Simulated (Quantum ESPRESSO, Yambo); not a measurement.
ZnS (zinc blende, space group F-43m, No. 216) under isotropic strain (on all lattice vectors), counted from the cell relaxed with PBEsol, atoms relaxed at each step. PBEsol (Quantum ESPRESSO, PseudoDojo norm-conserving, 84 Ry, no spin-orbit coupling); G0W0 in Yambo (4×4×4 Γ-centred k mesh, bands 5 to 151 and a 14 Ry block in the screening, 151 bands in G with the Bruneval-Gonze terminator, plasmon pole fitted at 27.2 eV).

```tsv
strain s (%)	PBEsol direct gap at Γ (eV)	G0W0 direct gap at Γ (eV)
-3	2.492	3.859
-1.5	?	?
-0.7	2.182	3.529
0	2.091	3.429
+1	1.964	3.282
+2	1.840	3.143
```

### Question
Fit a parabola in s to each column by least squares and predict the withheld row.

### Answer
PBEsol: E = 2.091 − 0.1288 s + 0.0016 s² (largest residual 0 meV), giving 2.288 eV at s = -1.5; the run gave 2.288 eV, a miss of 0 meV. G0W0: E = 3.428 − 0.1433 s + 0.0001 s² (largest residual 2 meV), giving 3.643 eV at s = -1.5; the run gave 3.634 eV, a miss of 9 meV. The GW settings are held fixed; their convergence isn't established. The screening block changes size along the series (229 vectors at -3 %, 259 vectors at -1.5 %, 259 vectors at -0.7 %, 283 vectors at +0 %, 283 vectors at +1 %, 283 vectors at +2 %), which puts steps into the G0W0 values.
